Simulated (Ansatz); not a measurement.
Relaxed-ion elastic tensor of Sr (bcc (W type), Im-3m) in GPa (Voigt order), DFT-r²SCAN in the program Ansatz with PAW potentials; density 2.61 g/cm³, 55.65 Å³ per atom.

```tsv
	1	2	3	4	5	6
1	12.4	10.7	10.7	0.0	0.0	0.0
2	10.7	12.4	10.7	0.0	0.0	0.0
3	10.7	10.7	12.4	0.0	0.0	0.0
4	0.0	0.0	0.0	11.1	0.0	0.0
5	0.0	0.0	0.0	0.0	11.1	0.0
6	0.0	0.0	0.0	0.0	0.0	11.1
```

Question: Is the crystal mechanically stable?

Answer: Yes: the smallest eigenvalue of C is 1.6 GPa.

Question: Work out the Voigt and Reuss bounds. Is their mean of use?

Answer: K_V = 11.3, K_R = 11.3; G_V = 7.0, G_R = 1.8 GPa. The bounds lie so far apart that a Hill average or a Debye temperature from it would say little.

This is a known high-temperature phase of the composition, computed here at zero pressure and temperature. Symmetry was held in the r²SCAN relaxation; its stability against distortions is not shown here. As this level gives no gap, shear constants depend on the k-mesh and smearing (Fermi–Dirac, 0.1 eV here).

Potentials: the later of the program's two PAW sets.
